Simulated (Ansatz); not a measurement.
SiRu₂:
```xyz
6
Lattice="3.7550 0.0000 0.0000 0.0000 3.7550 0.0000 0.0000 0.0000 5.9562" Properties=species:S:1:pos:R:3 pbc="T T T"
Ru     0.0000     0.0000     0.0000
Ru     1.8775     1.8775     0.0000
Ru     1.8775     0.0000     2.0048
Ru     0.0000     1.8775     3.9514
Si     1.8775     0.0000     4.3348
Si     0.0000     1.8775     1.6214
```

Relaxed with PBE. Special points in fractions of this cell's reciprocal vectors: Γ (0.000, 0.000, 0.000); X (0.000, 0.500, 0.000); M (0.500, 0.500, 0.000); Z (0.000, 0.000, 0.500); R (0.000, 0.500, 0.500); A (0.500, 0.500, 0.500).

Q: List the band energies nearest the Fermi level at these points for PBE in the plane-wave PAW code Ansatz.

A: In eV from the Fermi level; about four levels below and three above (degenerate sets whole), none deeper than 8.9 eV; points with the same levels are listed once.

```
k                    below                above
-  -----------------------  -------------------
Γ  -1.42 -1.42 -1.42 -0.84       0.15 0.15 0.32
X  -1.02 -1.02 -0.22 -0.22  1.42 1.42 2.73 2.73
M  -1.49 -1.49 -1.24 -1.24  0.20 0.20 1.67 1.67
Z  -1.49 -1.49 -1.03 -0.41       0.69 0.79 2.36
R  -1.72 -1.72 -0.71 -0.71  0.31 0.31 0.37 0.37
A  -1.39 -1.39 -0.95 -0.95  0.26 0.26 0.57 0.57
```

Space group P4/nmm. The cell is a constructed one: a structure type filled with these elements; neither database checked (COD, Materials Project) lists it. Whether it is the stable phase at ambient conditions was not checked. The cell was relaxed with PBE under the symmetry of its start; its stability against distortions is not shown here. No spin polarisation was allowed. Spin–orbit coupling is left out wherever it is not named.

Potentials: the later of the program's two PAW sets.
